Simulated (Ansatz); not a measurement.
**MoS₂: 33S NMR of the central transition**

Cell: a COD entry, its atoms then relaxed with PBE in this cell.

Space group P6_3/mmc (No. 194); a = 3.1400, c = 12.5300 Å, γ = 120.00°.

| site | Wyckoff | site symmetry | x | y | z |
| --- | --- | --- | --- | --- | --- |
| Mo | 2c | -6m2 | 0.3333 | 0.6667 | 0.2500 |
| S | 4f | 3m. | 0.3333 | 0.6667 | 0.6245 |

One atom of each set is listed.

Level of theory: DFT, PBEsol, plane waves and PAW, scalar-relativistic, collinear spin, 420 eV cutoff, Γ-centred 16×16×4 k-points, Fermi–Dirac smearing 0.02 eV (Ansatz 0.2.0). Start moments as typed (μB): 2 on each Mo, none on the rest.

33S has I = 3/2 and Q = -69.40 mb (Pyykkö 2018); at 35.2 T its Larmor frequency is ν₀ = 115.2 MHz. Only the quadrupole interaction is simulated: positions count from each site's isotropic chemical shift, and J coupling is left out, as are shift anisotropy and dipolar coupling, which fast spinning averages.

Problem. Simulate the second-order pattern (fast magic-angle spinning, Gaussian broadening 2 kHz) of site S (3 Mo at 2.40 Å).

Solution. The calculation gives C_Q = 8.71 MHz and η = 0.00, so ν_Q = 4.36 MHz and the centre of gravity lies at -143 ppm (-16.5 kHz).

(offset (kHz), height): (-42.64, 0), (-40.96, 4), (-39.27, 6), (-37.59, 6), (-35.91, 6), (-34.23, 7), (-32.54, 7), (-30.86, 7), (-29.18, 8), (-27.50, 15), (-25.81, 71), (-24.13, 76), (-22.45, 55), (-20.77, 47), (-19.09, 44), (-17.40, 43), (-15.72, 43), (-14.04, 45), (-12.36, 48), (-10.67, 54), (-8.99, 66), (-7.31, 100), (-5.63, 78), (-3.94, 7)

An axis of threefold or higher order runs through S, so V_zz lies along it and η is zero.

The largest force is 0.3 eV/Å, so the atoms aren't at the calculated equilibrium and relaxing them would move these values. Without spin–orbit coupling (the program notes it for Mo) the gradients can shift somewhat, as the gap is small. The start moments die out, and the run ends without spin.

The run took 17 s of wall time (17 s of CPU time) and 0.8 GiB at its peak, on 1 thread of AMD EPYC 9R45 (Zen 5) (x86_64; 16 cores open to the job, memory cap 3.0 GiB, no GPU), a shared host with a load of 0.4 a core.
